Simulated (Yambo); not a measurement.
```xyz
2
Lattice="3.8861 0.0000 0.0000 0.0000 3.8861 0.0000 0.0000 0.0000 3.8861" Properties=species:S:1:pos:R:3 pbc="T T T"
Cl     1.9430     1.9430     1.9430
Rb     0.0000     0.0000     0.0000
```

RbCl (CsCl type, space group Pm-3m, No. 221): mean Im ε in 1 eV windows above the direct gap of 7.96 eV, for different electron-hole kernels (Yambo, broadening 0.15 eV, PBEsol (pw.x of Quantum ESPRESSO, ONCV potentials, without SOC) bands; 8×8×8 mesh, 3 valence and 3 conduction bands, static screening with 29 bands and a 4 Ry block, scissor 2.92 eV, Tamm-Dancoff; field along x).

| window (eV) | independent quasiparticles | RPA (no attraction) | BSE |
|---|---|---|---|
| 8.0 to 9.0 | 0.5 | 0.4 | 3.3 |
| 9.0 to 10.0 | 1.6 | 1.1 | 2.2 |
| 10.0 to 11.0 | 4.1 | 3.0 | 1.4 |

This run doesn't resolve bound excitons or single peaks, so only averages are given, and they too depend on the mesh; weight that the attraction moves below the gap isn't listed. All transitions below 11.73 eV are in the band window. The scissor comes from a G0W0 run whose convergence isn't established.

Geometry relaxed with PBEsol.

This is not the ordinary phase of the substance.
